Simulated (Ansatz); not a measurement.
**YSi$_{2}$Ir$_{2}$ single point**

input.yaml (Ansatz 0.2.0)

```yaml
crystal:
  lattice:
    - [-2.01878461, 2.01878461, 4.93729914]
    - [4.03756921, -4.03756921, 9.87459828]
    - [2.01878461, 2.01878461, -4.93729914]
  atoms:
    - { symbol: "Y", position: [0.0, 0.0, 0.0] }
    - { symbol: "Y", position: [0.0, 0.5, 0.0] }
    - { symbol: Ir, position: [0.75, 0.125, 0.5] }
    - { symbol: Ir, position: [0.75, 0.625, 0.5] }
    - { symbol: Ir, position: [0.25, 0.375, 0.5] }
    - { symbol: Ir, position: [0.25, 0.875, 0.5] }
    - { symbol: Si, position: [0.375, 0.1875, 0.0] }
    - { symbol: Si, position: [0.375, 0.6875, 0.0] }
    - { symbol: Si, position: [0.625, 0.3125, 0.0] }
    - { symbol: Si, position: [0.625, 0.8125, 0.0] }
  symmetry: { tolerance: 0.0003 }
kpoints:
  mp_grid: { grid: [6, 3, 6], shift: [0, 0, 0] }
  band_path:
    path:
      - [0.0, 0.0, 0.0]
      - [0.0, 0.0, 0.5]
      - [0.25, 0.5, 0.25]
      - [0.0, 1.0, 0.0]
      - [0.0, 0.0, 0.0]
      - [0.5, 1.0, -0.5]
      - [0.29179661, 1.41640677, -0.29179661]
      - [-0.29179661, 0.58359323, 0.29179661]
      - [0.0, 0.0, 0.0]
      - [0.0, 0.0, 0.5]
      - [-0.08359323, 0.16718645, 0.5]
    npoints: 6
magnetization:
  spin_polarized: false
scf:
  occupations: { method: fermi_dirac, width: 0.0472 }
  lower_state_search: "off"
  max_iter: 200
hamiltonian:
  pseudopotentials: { kind: paw }
  xc: r2scan
basis:
  ecutwfc: 500
  fft_grid_basis: typed
output:
  forces: true
  stress: true
  eigenvalues: true
  bader: true
  populations: true
  elf: true
  write_potential: true
  volumetric_format: npy
  dos:
    e_range: [-12, 8]
    de: 0.05
    projected: { site_lists: { Ir: [Ir], Si: [Si], "Y": ["Y"] } }
checkpoint:
  read: saved_state
```

The run starts from an earlier solution of this cell. 

Excerpt of what it printed:

```
Pseudopotentials: kind: paw
Pseudopotential: Y, paw, valence charge 11, recommended cutoff 500 eV (meta_gga), Y.paw.azcp
Pseudopotential: Ir, paw, valence charge 17, recommended cutoff 500 eV (meta_gga), Ir.paw.azcp
Pseudopotential: Si, paw, valence charge 4, recommended cutoff 500 eV (meta_gga), Si.paw.azcp
Functional definition: r2SCAN
  exchange = r2scan_x(k0 = k0, k1 = k1, a1 = a1)
  correlation = r2scan_c
Crystal: 10 atoms, lattice volume = 160.975 Å³
Basis set: ecut = 500 eV, 4093 PW (Γ), exchange–correlation on 180×360×180 points (64 copies of the dense FFT grid, shifted against one another)
Bands: 64, of which v1, the nominal top of the filled ones, is band 53 counted from 1 (52 counted from 0)
Symmetry: 8 space group operations
Space group: I4/mmm (ITA 139), of the structure as read, at distance tolerance 1.6e-3 Å
k-points: 34 of 108
Initial density: read from a saved state, or passed on in memory by an earlier SCF of this step, an earlier step, the calling program or the single point that the run made first
Functional: x = r2scan, c = r2scan; τ floored in thin density (d = 2e-4 eV/Å³)
SCF iter   1: F=-58082.3505 eV  Δρ=1.19e-3  dr2=2.08e-3  dr2_τ=2.35e-3
SCF iter   2: F=-58082.3516 eV  Δρ=6.65e-4  dr2=7.35e-4  dr2_τ=1.93e-4
SCF iter   3: F=-58082.3519 eV  Δρ=1.32e-4  dr2=9.97e-5  dr2_τ=1.27e-5
SCF iter   4: F=-58082.3520 eV  Δρ=8.12e-5  dr2=8.65e-6  dr2_τ=2.74e-6
SCF iter   5: F=-58082.3520 eV  Δρ=1.93e-5  dr2=6.66e-7  dr2_τ=5.68e-8
SCF iter   6: F=-58082.3520 eV  Δρ=5.54e-6  dr2=5.98e-8  dr2_τ=4.33e-9
Free energy (F): -58082.3520 eV
Harris-Foulkes:  -58082.3520 eV  (|F-HF|=9.87e-8)
Internal energy: -58082.3318 eV  (E = F + TS)
E sigma→0 (E₀):  -58082.3419 eV
Entropy (-TS):   -0.0202 eV (-2.024 meV/atom)
Fermi energy:    16.8695 eV
--- Per-component energies (eV) ---
  E_band       = -938.4870
  E_kinetic    = 3295.2686
  E_local      = -8694.0554  (includes V_loc(G=0)·N_el)
  E_nonlocal   = 490.2358
  E_hartree    = 3462.2146
  E_xc         = -1579.3714
  E_vxc        = -2001.5461  (∫ρ·V_xc dr)
  E_paw        = -44761.5869  (= ΣΔE_a)
  E_vpaw       = -1070.1534  (= ΣTr[D̂ρ^β])
  E_aug_tail   =  0.0000  (compensation charges beyond the density's cutoff)
  E_vtau       = 117.3363  (kinetic-family band-sum trace: ∫τ·v_τ [+ j·A + Jᵃ·Aᵃ] dr)
  E_ewald      = -10293.1558
  E_core_change = -1.8812  (= ΣΔE_core)
  E_smearing   = -0.0202  (= −TS)
--- Forces (eV/Å), atoms counted from 1 ---
  atom   1  Y      0.0000     0.0000     0.0000
  atom   2  Y      0.0000     0.0000     0.0000
  atom   3  Ir     0.0000     0.0000     0.0000
  atom   4  Ir     0.0000     0.0000     0.0000
  atom   5  Ir     0.0000     0.0000     0.0000
  atom   6  Ir     0.0000     0.0000     0.0000
  atom   7  Si     0.0000     0.0000     0.8242
  atom   8  Si     0.0000     0.0000     0.8242
  atom   9  Si     0.0000     0.0000    -0.8242
  atom  10  Si     0.0000     0.0000    -0.8242
--- Stress (GPa, compression-positive) ---
        5.0663       0.0000       0.0000
        0.0000       5.0662       0.0000
        0.0000       0.0000       4.6187
  P = ⅓ Tr σ = 4.9171 GPa (49.171 kbar)
--- Löwdin populations: 10 sites ---
  site symbol       q [e]
     0      Y     10.6347
     1      Y     10.6347
     2     Ir     16.7084
     3     Ir     16.7084
     4     Ir     16.7084
     5     Ir     16.7084
     6     Si      4.1918
     7     Si      4.1918
     8     Si      4.1918
     9     Si      4.1918
  spilling = 0.0107 (of n_electrons = 106.0000)
```

Origin: a database entry at a rescaled volume. Caveats: the k mesh is coarse if the cell is a metal.
